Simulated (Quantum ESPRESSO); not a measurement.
pw.x input (Quantum ESPRESSO 7.5; LDA, PseudoDojo standard norm-conserving files, scalar-relativistic):

```
&CONTROL
  calculation = 'scf'
  pseudo_dir = './pseudo'
  outdir = './out'
  tprnfor = .true.
  tstress = .true.
/
&SYSTEM
  ibrav = 0
  nat = 4
  ntyp = 2
  ecutwfc = 86.0
  ecutrho = 344.0
  occupations = 'smearing'
  smearing = 'fd'
  degauss = 0.002
  nbnd = 31
/
&ELECTRONS
  conv_thr = 4e-10
/
ATOMIC_SPECIES
Ag 107.8682 Ag.upf
I 126.9045 I.upf
CELL_PARAMETERS angstrom
  4.482216292377   0.000000000000   0.000000000000
 -2.241108146189   3.881713174455   0.000000000000
  0.000000000000   0.000000000000   7.333964135000
ATOMIC_POSITIONS crystal
Ag   0.333333333000   0.666666667000   0.002713579400
Ag   0.666666666333   0.333333333667   0.502713579400
I   0.333333333000   0.666666667000   0.377186420600
I   0.666666666333   0.333333333667   0.877186420600
K_POINTS automatic
9 9 4 0 0 0
```

End of the output:

```

[...]
     the Fermi energy is     6.8606 ev
!    total energy              =    -672.05479268 Ry
     estimated scf accuracy    <          2.5E-10 Ry
     smearing contrib. (-TS)   =      -0.00000000 Ry
     internal energy E=F+TS    =    -672.05479268 Ry
     The total energy is F=E-TS. E is the sum of the following terms:
     one-electron contribution =    -458.62623870 Ry
     hartree contribution      =     243.55343037 Ry
     xc contribution           =    -108.08683168 Ry
     ewald contribution        =    -348.89515267 Ry
     convergence has been achieved in   8 iterations
     Forces acting on atoms (cartesian axes, Ry/au):
     atom    1 type  1   force =     0.00000000   -0.00000000   -0.00014076
     atom    2 type  1   force =    -0.00000000    0.00000000   -0.00014076
     atom    3 type  2   force =     0.00000000    0.00000000    0.00014076
     atom    4 type  2   force =     0.00000000    0.00000000    0.00014076
     Total force =     0.000282     Total SCF correction =     0.000033
     SCF correction compared to forces is large: reduce conv_thr to get better values
     Computing stress (Cartesian axis) and pressure
          total   stress  (Ry/bohr**3)                   (kbar)     P=       -0.21
  -0.00000222  -0.00000000  -0.00000000           -0.33       -0.00       -0.00
  -0.00000000  -0.00000222  -0.00000000           -0.00       -0.33       -0.00
  -0.00000000  -0.00000000   0.00000015           -0.00       -0.00        0.02
```
In a gapped system the printed Fermi energy is only some level inside the gap.

Spin-orbit coupling is not included.

Geometry relaxed with LDA.
